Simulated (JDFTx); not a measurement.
V(110) slab cut from bulk V (space group Im-3m, indices of the conventional cell, lattice of the Materials Project entry mp-146, not re-optimised): 6 atoms in 6 planes, a 1x1 cell of 6.29 Å² (|a| = 2.583, |b| = 2.583 Å), 10.4 Å between the outermost planes, cell height 26.5 Å, 8×8×1 k mesh, Fermi smearing 0.01 Ha, no spin polarisation. Neither spin polarisation nor a larger cell was tried.

Computed with a modified build of JDFTx: PBE, GBRV ultrasoft potentials, plane waves to 20/100 Ha. Liquid: CANDLE, water, 2 M KCl. The neutral cell holds 78 valence electrons and has two faces of 6.290 Å² each. Last filling lines of the neutral and of a charged run (μ in hartree, zero in the bulk liquid):

```
FillingsUpdate:  mu: -0.158399560  nElectrons: 78.000000
FillingsUpdate:  mu: -0.168679000  nElectrons: 77.950317
```

Worked example: both potentials, by the convention U = −μ/e − 4.44 V vs SHE, the surface charge density and the mean capacitance.

U_pzc = 0.15840 × 27.2114 − 4.44 = -0.13 V; U = 0.16868 × 27.2114 − 4.44 = 0.15 V. The cell has -0.0497 excess electrons, a net charge of 0.0497 e, shared by two faces: σ = 0.0497 e / (2 × 6.290 Å²) = 0.00395 e/Å² = 6.3 μC/cm² (1 e/Å² = 1602.18 μC/cm²). C = σ/(U − U_pzc) = 6.3/0.28 ≈ 23 μF/cm².
